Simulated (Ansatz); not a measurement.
**CoSn, first-principles data**

CoSn:
```yaml
crystal:
  lattice:
    - [5.29498, 0.00000, 0.00000]
    - [-2.64749, 4.58559, 0.00000]
    - [0.00000, 0.00000, 4.23285]
  atoms:
    - { symbol: Co, position: [0.00000, 0.50000, 0.00000] }
    - { symbol: Co, position: [0.50000, 0.00000, 0.00000] }
    - { symbol: Co, position: [0.50000, 0.50000, 0.00000] }
    - { symbol: Sn, position: [0.66667, 0.33333, 0.50000] }
    - { symbol: Sn, position: [0.33333, 0.66667, 0.50000] }
    - { symbol: Sn, position: [0.00000, 0.00000, 0.00000] }
```

Space group P6/mmm (No. 191); conventional cell a = 5.295 Å, b = 5.295 Å, c = 4.233 Å, α = 90.00°, β = 90.00°, γ = 120.00°.

Method: the program Ansatz at the PBE level (PAW). The cell and atoms are relaxed at this level. Other levels are named where they apply.

Cell and energy:

```yaml
volume_per_atom: 17.13 Å³
density: 8.61 g/cm³
Formation energy from the elements (no fitted shifts): -0.087 eV/atom
```

Electronic structure:

```yaml
electronic_character: metallic (no gap)
Density of states at the Fermi level: 0.49 states/eV per atom (mean over ±0.08 eV)
Gap with spin–orbit coupling: none (metallic)
```

Mechanics:

```yaml
Bulk modulus (Birch–Murnaghan fit): 128 GPa
Pressure derivative B′: 4.9
Elastic constants (relaxed ions, GPa): C11 = 220, C12 = 97.0, C13 = 66.3, C33 = 250, C44 = 68.6
mechanical_stability: stable (all eigenvalues of C positive)
hill_bulk_and_shear_moduli: 128 and 69.7 GPa
Young's modulus: 177 GPa
Poisson's ratio: 0.27
debye_temperature_from_the_elastic_constants: 366 K
```

Phonons:

```yaml
highest_zone_centre_frequency: 257 cm⁻¹
zone_centre_stability: no imaginary mode at Γ
```

Charges:

```yaml
bader_charges: Co -0.32, Sn +0.28 to +0.39 e
```

The cell was relaxed with PBE under the symmetry of its start. The run is not spin-polarised. As this level gives no gap, shear constants depend on the k-mesh and smearing (Fermi–Dirac, 0.1 eV here). As this level gives no gap, phonon frequencies hold no LO–TO term and depend on the k-mesh and smearing (Fermi–Dirac, 0.1 eV here). Axis ratios of metals converge slowly with the k-mesh, so a and c are less sure than the volume. On the denser mesh and wider smearing of the elastic run this cell carries a stress of 0.6 GPa. The references are the lowest solids computed at this level, not always the standard phases. Spin–orbit coupling is left out wherever it is not named.

Potentials: the later of the program's two PAW sets.
